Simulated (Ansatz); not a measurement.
An Ansatz input:

```yaml
crystal:
  lattice:
    - [-1.8521954803, 1.8521954803, 1.8521954803]
    - [1.8521954803, -1.8521954803, 1.8521954803]
    - [1.8521954803, 1.8521954803, -1.8521954803]
  atoms:
    - { symbol: Sn, position: [0.0, 0.0, 0.0] }
hamiltonian:
  xc: lda
  pseudopotentials:
    kind: paw
    azcp:
      Sn: "pseudopotentials/Sn.paw.azcp"
basis:
  ecutwfc: 420
  fft_grid_basis: typed
kpoints:
  mp_grid: { grid: [13, 13, 13], shift: [0, 0, 0] }
magnetization:
  spin_polarized: false
scf:
  occupations: { method: fermi_dirac, width: 0.1 }
  lower_state_search: "off"
output:
  stress: true
```

Terminal output

```
Warning: the record states the generating functional pbe (its physics header spells it `PBE`), which answers neither for hamiltonian.xc's functional nor for the lda family's — results may be inconsistent (PPs are generated against a specific XC)
Engine: ansatz 0.2.0, aarch64-unknown-linux-gnu
Pseudopotentials: kind: paw
Pseudopotential: Sn, paw, valence charge 14, recommended cutoff 420 eV (normal) 
Functional definition: SPW92
  exchange = slater_x
  correlation = pw_c
Crystal: 1 atoms, lattice volume = 25.417 Å³
Basis set: ecut = 420 eV, 531 PW (Γ)
Bands: 11, of which v1, the nominal top of the filled ones, is band 7 counted from 1 (6 counted from 0)
Symmetry: 48 space group operations
Space group: Im-3m (ITA 229), of the structure as read, at distance tolerance 2.9e-5 Å
k-points: 84 of 2197
Non-local potential: Sn, projectors of the file, l = 0: 2, l = 1: 2, l = 2: 2, l = 3: 2
PAW form: soft (Blöchl's): semilocal exchange-correlation on the pseudo side does not see the compensation charge
PAW frozen core: Sn, regenerated for the run's functional, and the local potential with it (the file was generated under x = pbe(κ = 0.804, μ = 0.2195149727645171), c = pbe(β = 0.06672455060314922))
PAW one-centre angular grid: Sn, 590 points (default); XC on 64 Gauss nodes
Initial density: superposition of atomic densities (neutral atoms: chi_scale 0, normalization atom), corrected by the library's trained network
Initial wavefunctions: pseudopotential atomic-orbital guess
Functional: x = slater, c = lda
SCF iter   1: F=—  HF=-5879.498868 eV  |F-HF|=—  |Δ(HF+E_count)|=         —  Δρ=6.99e-3  dr2=5.56e-3  ethr=1.77e-3  ⟨swp⟩=5.0  Hψ=5430  notcnv=0
SCF iter   2: F=—  HF=-5879.496355 eV  |F-HF|=—  |Δ(HF+E_count)|=   2.51e-3  Δρ=3.68e-3  dr2=1.63e-3  ethr=3.97e-5  ⟨swp⟩=1.3  Hψ=1624  notcnv=0
SCF iter   3: F=—  HF=-5879.495807 eV  |F-HF|=—  |Δ(HF+E_count)|=   5.48e-4  Δρ=5.15e-4  dr2=9.36e-5  ethr=1.17e-5  ⟨swp⟩=2.0  Hψ=1318  notcnv=0
SCF iter   4: F=—  HF=-5879.495791 eV  |F-HF|=—  |Δ(HF+E_count)|=   1.62e-5  Δρ=3.86e-4  dr2=1.96e-5  ethr=6.69e-7  ⟨swp⟩=2.0  Hψ=1503  notcnv=0
SCF iter   5: F=—  HF=-5879.495769 eV  |F-HF|=—  |Δ(HF+E_count)|=   2.19e-5  Δρ=4.25e-5  dr2=6.68e-7  ethr=1.40e-7  ⟨swp⟩=2.0  Hψ=1502  notcnv=0
SCF iter   6: F=—  HF=-5879.495769 eV  |F-HF|=—  |Δ(HF+E_count)|=   2.27e-8  Δρ=3.25e-5  dr2=3.19e-7  ethr=7.14e-10  ⟨swp⟩=4.0  Hψ=2636  notcnv=0
SCF iter   7: F=-5879.495769 eV  HF=-5879.495769 eV  |F-HF|=8.18e-9  |Δ(HF+E_count)|=   1.72e-7  Δρ=5.13e-6  dr2=6.97e-9  ethr=7.14e-10  ⟨swp⟩=3.0  Hψ=3513  notcnv=0
SCF 1 converged in 7 iterations: F = -5879.495769 eV  dr2 = 6.97e-9
SCF converged after 7 iterations
Free energy (F): -5879.495769 eV
Harris-Foulkes:  -5879.495769 eV  (|F-HF|=8.18e-9)
Internal energy: -5879.474366 eV  (E = F + TS)
E sigma→0 (E₀):  -5879.485068 eV
Entropy (-TS):   -0.021402 eV (-21.402 meV/atom)
Fermi energy:    11.497776 eV
--- Per-component energies (eV) ---
  E_band       = -71.266119
  E_kinetic    = 188.138796
  E_local      = -781.482495  (includes V_loc(G=0)·N_el)
  E_nonlocal   = -28.280805
  E_hartree    = 501.314055
  E_xc         = -379.887254
  E_vxc        = -99.587840  (∫ρ·V_xc dr)
  E_paw        = -3993.357663  (= ΣΔE_a)
  E_vpaw       = -352.678116  (= ΣTr[D̂ρ^β])
  E_aug_tail   = -0.000000  (compensation charges beyond the density's cutoff)
  E_ewald      = -1386.343898
  E_core_change = 0.424898  (= ΣΔE_core)
  E_smearing   = -0.021402  (= −TS)
  E_closure    = -0.000000  (closes the sum)
  Σ components = -5879.495769   (vs F -5879.495769, Δ=0.00e0)
--- Stress (GPa, compression-positive) ---
        0.255084      -0.000000      -0.000000
        0.000000       0.255084       0.000000
       -0.000000      -0.000000       0.255084
  P = ⅓ Tr σ = 0.2551 GPa (2.551 kbar)
```
